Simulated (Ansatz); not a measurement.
NbCd$_{3}$ at several levels of theory

Method: plane-wave DFT with PAW (Ansatz). The atoms stay where they are, in a cell that isn't relaxed at these levels; pressure is positive in compression.

```
CELL_PARAMETERS angstrom
4.21500 0.00000 0.00000
0.00000 4.21500 0.00000
0.00000 0.00000 4.21500
ATOMIC_POSITIONS crystal
Nb 0.00000 0.00000 0.00000
Cd 0.00000 0.50000 0.50000
Cd 0.50000 0.00000 0.50000
Cd 0.50000 0.50000 0.00000
```

| Property | Result |
| --- | --- |
| occupation rule | Gaussian smearing, 0.1 eV |
| spin treatment | unpolarised |

| functional | mesh | cutoff (eV) | gap on mesh (eV) | P (GPa) |
| --- | --- | --- | --- | --- |
| PBE | 10×10×10 | 420 | metal | 7.2 |
| LDA | 10×10×10 | 420 | metal | -2.6 |
| PBEsol | 10×10×10 | 420 | metal | 1.3 |
| r2SCAN | 10×10×10 | 500 | metal | 4.6 |

Rough cost on one shared core, as a multiple of the first run's: LDA 0.8, PBEsol 0.8, r2SCAN 1.8.

1 further run of this set didn't finish or converge.